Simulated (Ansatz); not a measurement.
CeO2:
```
CeO2
1.0
    0.00000     2.67943     2.67943
    2.67943     0.00000     2.67943
    2.67943     2.67943     0.00000
Ce O
1 2
Direct
  0.00000   0.00000   0.00000
  0.25000   0.25000   0.25000
  0.75000   0.75000   0.75000
```

Relaxed with LDA.

Give the optical modes at the zone centre with their infrared and Raman activity from DFPT, LDA in the plane-wave PAW code Ansatz.

Transverse frequencies, without the LO–TO term; a row sums one degenerate level.

```csv
ω (cm⁻¹),degeneracy,IR ((D/Å)²/amu),Raman (Å⁴/amu),activity,symmetry
293,3,88.53,0,IR,T1u
445,3,0.00,1300,Raman,T2g
```

How high does the top mode go among those that the LO–TO term moves?

543 cm⁻¹ for q along x.

Space group Fm-3m (fluorite). The LDA relaxation kept the symmetry of its start. The run is not spin-polarised. The 4f shell is in the valence. No Hubbard U is applied. Spin–orbit coupling is left out wherever it is not named.

Potentials: the earlier of the program's two PAW sets. The files were generated under PBE; for other functionals the program regenerates the frozen cores, and for LDA and PBEsol the local potential too.
